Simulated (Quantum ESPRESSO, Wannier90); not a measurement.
Rb2HgF4 (I4/mmm): Wannier90 run

Materials Project entry mp-8962; symmetrised, unrelaxed at this level. Not found in the COD (Crystallography Open Database) copy used; not checked further. Method: LDA plane waves in Quantum ESPRESSO 7.5 (PseudoDojo norm-conserving files, 68 Ry, no spin polarisation, no spin-orbit coupling), Bloch states on a 4×4×4 mesh through Γ, Wannier90 4.0.1. Density: 8×8×8 mesh, cold smearing 0.01 Ry. Spin-orbit coupling is left out although heavy elements are present.

```
begin unit_cell_cart
ang
    0.0000000000   -4.5832000000    0.0000000000
    4.5832000000    0.0000000000    0.0000000000
   -2.2916000000    2.2916000000    6.8830950000
end unit_cell_cart
mp_grid = 4 4 4
```

Which shells of neighbouring k-points and which b-vectors and weights does Wannier90 pick for this cell and mesh?


```
 *---------------------------------- K-MESH ----------------------------------*
 +----------------------------------------------------------------------------+
 |                    Distance to Nearest-Neighbour Shells                    |
 |                    ------------------------------------                    |
 |          Shell             Distance (Ang^-1)          Multiplicity         |
 |          -----             -----------------          ------------         |
 |             1                   0.228211                      2            |
 |             2                   0.361225                      8            |
 |             3                   0.456422                      2            |
 |             4                   0.484400                      8            |
 |             5                   0.484692                      4            |
 |             6                   0.535730                      8            |
 |             7                   0.665556                      8            |
 |             8                   0.665768                      8            |
       ... (lines left out)
 +----------------------------------------------------------------------------+
 | The b-vectors are chosen automatically                                     |
 | The following shells are used:                       1,  2                 |
 +----------------------------------------------------------------------------+
 |                        Shell   # Nearest-Neighbours                        |
 |                        -----   --------------------                        |
 |                          1               2                                 |
 |                          2               8                                 |
 +----------------------------------------------------------------------------+
 | Completeness relation is fully satisfied [Eq. (B1), PRB 56, 12847 (1997)]  |
 +----------------------------------------------------------------------------+
 |                  b_k Vectors (Ang^-1) and Weights (Ang^2)                  |
 |                  ----------------------------------------                  |
 |            No.         b_k(x)      b_k(y)      b_k(z)        w_b           |
 |            ---        --------------------------------     --------        |
 |             1         0.000000    0.000000    0.228211     7.472262        |
 |             2         0.000000    0.000000   -0.228211     7.472262        |
 |             3         0.342729    0.000000    0.114105     2.128325        |
 |             4         0.000000   -0.342729    0.114105     2.128325        |
 |             5         0.342729    0.000000   -0.114105     2.128325        |
 |             6         0.000000   -0.342729   -0.114105     2.128325        |
 |             7        -0.342729    0.000000   -0.114105     2.128325        |
 |             8        -0.342729    0.000000    0.114105     2.128325        |
 |             9         0.000000    0.342729   -0.114105     2.128325        |
 |            10         0.000000    0.342729    0.114105     2.128325        |
```
